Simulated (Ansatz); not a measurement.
Ba2TaBiO6:
```
CELL_PARAMETERS angstrom
      3.04701     1.75919     4.90573
     -3.04701     1.75919     4.90573
      0.00000    -3.51838     4.90573
ATOMIC_POSITIONS crystal
  Ba 0.74886 0.74886 0.74886
  Ba 0.25114 0.25114 0.25114
  Ta 0.50000 0.50000 0.50000
  Bi 0.00000 0.00000 0.00000
  O  0.72548 0.21731 0.32361
  O  0.27452 0.78269 0.67639
  O  0.32361 0.72548 0.21731
  O  0.67639 0.27452 0.78269
  O  0.21731 0.32361 0.72548
  O  0.78269 0.67639 0.27452
```

Plane-wave PAW r²SCAN (Ansatz code) gives a gap of 2.91 eV without spin–orbit coupling, maximum at T, minimum at L.

Task: What happens when spin–orbit coupling is switched on?

Result: The gap decreases by 0.59 eV, to 2.32 eV; maximum at T, minimum at L.

Task: Give the electron effective mass with spin–orbit coupling.

Result: 0.32, 0.44, 1.00 mₑ (principal values).

Task: Give the hole effective mass with spin–orbit coupling.

Result: 0.32, 0.32, 0.68 mₑ (principal values).

Space group R-3. The first step of the workflow began from a Materials Project structure, measured or hypothetical; the Crystallography Open Database copy checked does not list it. Whether it is the stable phase at ambient conditions was not checked. Symmetry was held in the r²SCAN relaxation; whether a distortion lowers the energy is not shown. The run is not spin-polarised.

Potentials: the later of the program's two PAW sets.
